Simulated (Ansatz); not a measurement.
WSe$_{2}$:
```xyz
6
Lattice="3.2502 0.0000 0.0000 -1.6251 2.8148 0.0000 0.0000 0.0000 12.8184" Properties=species:S:1:pos:R:3 pbc="T T T"
W      0.0000     1.8765     3.2046
W      1.6251     0.9383     9.6138
Se     0.0000     1.8765     7.9472
Se     1.6251     0.9383     1.5380
Se     1.6251     0.9383     4.8712
Se     0.0000     1.8765    11.2804
```

x, y and z are the axes in which the lattice vectors are written.

Task: Give the high-frequency dielectric tensor and the Born effective charge tensors of the independent atoms from DFPT, plane-wave PAW LDA (Ansatz code).

Result: 
ε∞:
```
15.3  0.00  0.00
0.00  15.3  0.00
0.00  0.00  8.06
```
Z* of atom 1 (W), rows: field, columns: displacement, in e:
```
-1.36   0.00   0.00
 0.00  -1.36   0.00
 0.00   0.00  -0.91
```
Z* of atom 3 (Se), rows: field, columns: displacement, in e:
```
0.68  0.00  0.00
0.00  0.68  0.00
0.00  0.00  0.45
```

Space group P6_3/mmc. The cell was relaxed with LDA under the symmetry of its start. No spin polarisation was allowed. A crystal of weakly bound layers computed without a dispersion correction: the cell and the soft elastic constants depend strongly on that. Scalar-relativistic: spin–orbit coupling is off unless named, which matters more the heavier the elements.

Potentials: the later of the program's two PAW sets.
